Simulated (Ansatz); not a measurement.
Input file for Ansatz (an electronic-structure program):

Ansatz 0.2 input:
```yaml
crystal:
  lattice:
    - [4.1641437617, 0.0, 0.0]
    - [-2.0820718809, 3.6062542827, 0.0]
    - [0.0, 0.0, 6.7658122677]
  atoms:
    - { symbol: Cd, position: [0.6666666667, 0.3333333333, 0.0010812047] }
    - { symbol: Cd, position: [0.3333333333, 0.6666666667, 0.5010812047] }
    - { symbol: S, position: [0.6666666667, 0.3333333333, 0.6241187953] }
    - { symbol: S, position: [0.3333333333, 0.6666666667, 0.1241187953] }
kpoints:
  mp_grid: { grid: [7, 7, 4] }
hamiltonian:
  xc: r2scan
  pseudopotentials: { kind: paw }
scf:
  occupations: { method: fixed }
output:
  optics: { e_range: [0.0, 15.0], de: 0.05, sigma: 0.1, bands: { spectra_wanted_up_to: 12 eV } }
```

Output (shortened):

```
output.optics: the spectra are integrated over the Brillouin zone by k·p interpolation around the k-points, where levels, occupations, output.optics.sigma and …
Pseudopotential: Cd, paw, valence charge 20
Pseudopotential: S, paw, valence charge 6
Functional definition: r2SCAN
Crystal: 4 atoms, lattice volume = 101.602 Å³
Basis set: ecut = 500 eV, 2575 PW (Γ), exchange–correlation on 128×128×200 points (64 copies of the dense FFT grid, shifted against one another)
Bands: 32, of which v1, the nominal top of the filled ones, is band 26 counted from 1 (25 counted from 0)
Symmetry: 12 space group operations
Space group: P63mc (ITA 186), of the structure as read, at distance tolerance 4.7e-5 Å
k-points: 24 of 196 (time reversal used)
SCF iter   1: F=—  HF=-18351.208197 eV  |F-HF|=—  |Δ(HF+E_count)|=         —  Δρ=5.96e-3  dr2=1.90e-2  dr2_τ=3.20e-2  ethr=1.77e-3  ⟨swp⟩=5.0  Hψ=2624  notcnv=0  defer=94
preconditioner: auto → Resta (q_TF=auto, 2.440 Å⁻¹)
SCF iter   2: F=—  HF=-18351.229028 eV  |F-HF|=—  |Δ(HF+E_count)|=   2.08e-2  Δρ=3.39e-3  dr2=5.04e-3  dr2_τ=9.43e-4  ethr=3.66e-5  ⟨swp⟩=3.9  Hψ=1652  notcnv=0  defer=96
SCF iter   3: F=—  HF=-18351.231136 eV  |F-HF|=—  |Δ(HF+E_count)|=   2.11e-3  Δρ=7.11e-4  dr2=3.72e-4  dr2_τ=2.24e-5  ethr=9.68e-6  ⟨swp⟩=2.0  Hψ=807  notcnv=0  defer=96
SCF iter   4: F=—  HF=-18351.231300 eV  |F-HF|=—  |Δ(HF+E_count)|=   1.64e-4  Δρ=1.41e-4  dr2=2.14e-5  dr2_τ=1.07e-6  ethr=7.16e-7  ⟨swp⟩=2.8  Hψ=1370  notcnv=0  defer=96
SCF iter   5: F=—  HF=-18351.231327 eV  |F-HF|=—  |Δ(HF+E_count)|=   2.72e-5  Δρ=4.74e-5  dr2=2.36e-6  dr2_τ=8.53e-8  ethr=4.12e-8  ⟨swp⟩=2.0  Hψ=1114  notcnv=0  defer=43
SCF iter   6: F=—  HF=-18351.231346 eV  |F-HF|=—  |Δ(HF+E_count)|=   1.83e-5  Δρ=8.53e-6  dr2=1.10e-7  dr2_τ=5.76e-9  ethr=4.53e-9  ⟨swp⟩=2.1  Hψ=1158  notcnv=0  defer=40
SCF iter   7: F=—  HF=-18351.231346 eV  |F-HF|=—  |Δ(HF+E_count)|=   6.18e-8  Δρ=1.90e-6  dr2=3.77e-9  dr2_τ=5.86e-10  ethr=2.12e-10  ⟨swp⟩=2.0  Hψ=1160  notcnv=0  defer=40
SCF iter   8: F=—  HF=-18351.231346 eV  |F-HF|=—  |Δ(HF+E_count)|=   3.42e-9  Δρ=3.27e-7  dr2=1.06e-10  dr2_τ=1.04e-11  ethr=7.24e-12  ⟨swp⟩=2.0  Hψ=1160  notcnv=0  defer=40
SCF iter   9: F=-18351.231346 eV  HF=-18351.231346 eV  |F-HF|=2.55e-11  |Δ(HF+E_count)|=  1.56e-10  Δρ=8.09e-8  dr2=8.17e-12  dr2_τ=2.85e-13  ethr=1.00e-12  ⟨swp⟩=8.3  Hψ=3120  notcnv=0
SCF 1 converged in 9 iterations: F = -18351.231346 eV  dr2 = 8.17e-12
NSCF: frozen V_eff on 24 k-points
Optics k sum: 0 of 24 k-points
Optics k sum: 2 of 24 k-points
Optics k sum: 3 of 24 k-points
Optics k sum: 4 of 24 k-points
Optics k sum: 5 of 24 k-points
Optics k sum: 6 of 24 k-points
Optics k sum: 8 of 24 k-points
Optics k sum: 9 of 24 k-points
Optics k sum: 10 of 24 k-points
Optics k sum: 11 of 24 k-points
Optics k sum: 12 of 24 k-points
Optics k sum: 14 of 24 k-points
Optics k sum: 15 of 24 k-points
Optics k sum: 16 of 24 k-points
Optics k sum: 17 of 24 k-points
Optics k sum: 18 of 24 k-points
Optics k sum: 20 of 24 k-points
Optics k sum: 21 of 24 k-points
Optics k sum: 22 of 24 k-points
Optics k sum: 23 of 24 k-points
Optics k sum: 24 of 24 k-points
Optics k sum: 0 of 24 k-points
Optics k sum: 2 of 24 k-points
Optics k sum: 3 of 24 k-points
Optics k sum: 4 of 24 k-points
Optics k sum: 5 of 24 k-points
Optics k sum: 6 of 24 k-points
Optics k sum: 8 of 24 k-points
Optics k sum: 9 of 24 k-points
Optics k sum: 10 of 24 k-points
Optics k sum: 11 of 24 k-points
Optics k sum: 12 of 24 k-points
Optics k sum: 14 of 24 k-points
Optics k sum: 15 of 24 k-points
Optics k sum: 16 of 24 k-points
Optics k sum: 17 of 24 k-points
Optics k sum: 18 of 24 k-points
Optics k sum: 20 of 24 k-points
Optics k sum: 21 of 24 k-points
Optics k sum: 22 of 24 k-points
Optics k sum: 23 of 24 k-points
Optics k sum: 24 of 24 k-points
NSCF: frozen V_eff on 1 k-points
NSCF: frozen V_eff on 1 k-points
NSCF: frozen V_eff on 1 k-points
NSCF: frozen V_eff on 1 k-points
output.optics: what the bands over the 53 summed would add to eps1, eps2 and the energy-loss function is held between a lower and an upper bound (8 Lanczos …
SCF converged after 9 iterations
Free energy (F): -18351.231346 eV
Harris-Foulkes:  -18351.231346 eV  (|F-HF|=2.55e-11)
Internal energy: -18351.231346 eV  (E = F + TS)
E sigma→0 (E₀):  -18351.231346 eV
Fermi energy:    6.308556 eV
--- Per-component energies (eV) ---
  E_band       = -1081.998817
  E_kinetic    = 1223.482951
  E_local      = -8109.448340  (includes V_loc(G=0)·N_el)
  E_nonlocal   = 126.346571
  E_hartree    = 3723.957469
  E_xc         = -519.773511
  E_vxc        = -680.204052  (∫ρ·V_xc dr)
  E_paw        = -9431.900118  (= ΣΔE_a)
  E_vpaw       = -1133.530011  (= ΣTr[D̂ρ^β])
  E_aug_tail   = 0.000013  (compensation charges beyond the density's cutoff)
  E_vtau       = 43.439150  (kinetic-family band-sum trace: ∫τ·v_τ [+ j·A + Jᵃ·Aᵃ] dr)
  E_ewald      = -5362.547305
  E_core_change = -1.349075  (= ΣΔE_core)
  E_smearing   =  0.000000  (= −TS)
  E_closure    =  0.000000  (closes the sum)
  Σ components = -18351.231346   (vs F -18351.231346, Δ=0.00e0)
  [band-id]    e_kinetic+e_local+e_nonlocal+2·e_hartree+e_vxc+e_vpaw+e_augmentation_tail+e_vtau = -1081.998780   (vs E_band -1081.998817, Δ=3.75e-5)
--- Band table (eV; the first three rows and the last of 24) ---
  k-point 0: bands = ["-97.7198", "-97.7198", "-57.8836", "-57.8831", "-57.8831", "-57.8830", "-57.8830", "-57.8830", "-6.4084", "-5.9940", "-1.5812", "-1.5767", "-1.5767", "-1.4914", "-1.4914", "-1.1613", "-1.1613", "-1.0756", "-1.0756", "-0.7369", "2.0272", …
  k-point 1: bands = ["-97.7198", "-97.7198", "-57.8836", "-57.8831", "-57.8831", "-57.8831", "-57.8830", "-57.8830", "-6.3462", "-6.0523", "-1.5672", "-1.5672", "-1.5313", "-1.5071", "-1.5071", "-1.1462", "-1.1462", "-1.0855", "-1.0855", "-0.9897", "2.6242", …
  k-point 2: bands = ["-97.7198", "-97.7198", "-57.8833", "-57.8833", "-57.8831", "-57.8831", "-57.8831", "-57.8831", "-6.1973", "-6.1973", "-1.5402", "-1.5402", "-1.5402", "-1.5402", "-1.3436", "-1.3436", "-1.1133", "-1.1133", "-1.1133", "-1.1133", "3.9087", …
  k-point 23: bands = ["-97.7198", "-97.7198", "-57.8836", "-57.8836", "-57.8833", "-57.8833", "-57.8832", "-57.8832", "-5.9083", "-5.9083", "-1.4005", "-1.4005", "-1.3722", "-1.3722", "-1.1816", "-1.1816", "-1.1214", "-1.1214", "-0.6334", "-0.6334", …
```

Cost: around 3 core-minutes (rough) on shared cores.

Space group P6_3mc (wurtzite). The r²SCAN relaxation kept the symmetry of its start; phonons on a q-mesh show no instability. Spin–orbit coupling is left out wherever it is not named.

Potentials: the later of the program's two PAW sets.

Ansatz is a plane-wave DFT program.
